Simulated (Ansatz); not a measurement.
# PO₃: reading a single point

```
P O
1.0
     5.77517    0.00000    0.00000
     0.00000    6.19992    0.00000
     0.00000    0.00000    3.94901
P O
4 12
Direct
  0.36700 0.25000 0.05900
  0.13300 0.75000 0.55900
  0.86700 0.25000 0.44100
  0.63300 0.75000 0.94100
  0.52500 0.25000 0.58400
  0.97500 0.75000 0.08400
  0.02500 0.25000 0.91600
  0.47500 0.75000 0.41600
  0.16600 0.06600 0.37700
  0.33400 0.93400 0.87700
  0.66600 0.43400 0.12300
  0.83400 0.56600 0.62300
  0.83400 0.93400 0.62300
  0.66600 0.06600 0.12300
  0.33400 0.56600 0.87700
  0.16600 0.43400 0.37700
```

Level: PBE, no spin polarisation; 420 eV; 5×4×7 Γ-centred mesh; cold occupations (width 0.1957 eV); Ansatz 0.2.0, fixed geometry.

Is there a gap?

It is a metal, with about 11 states/eV a cell as the mean within 0.25 eV of the Fermi level, mostly O p (96 %).

Which element gives electrons and which takes them?

Bader charges in e: P +2.07, O -0.69. In the mean P gives up most and O takes most.

What is the formation energy?

0.29 eV an atom against the elements' usual phases (free molecules for gases, crystals otherwise, with no correction for O₂ or N₂), so at this geometry it isn't bound against them. Relaxing would lower it.

Where is the largest force?

The largest is on O5 (and as large on other atoms): 1.40 eV/Å, components (0.74, 0.00, 1.19). It makes 74° with the line to a nearest neighbour, P3 at 2.05 Å.

Origin: a known structure type with other elements, at an estimated volume, so it need not be a known compound. Caveats: many states at the Fermi level without spin polarisation, so a magnetic state may lie lower; atoms or cell far from equilibrium; wide smearing.
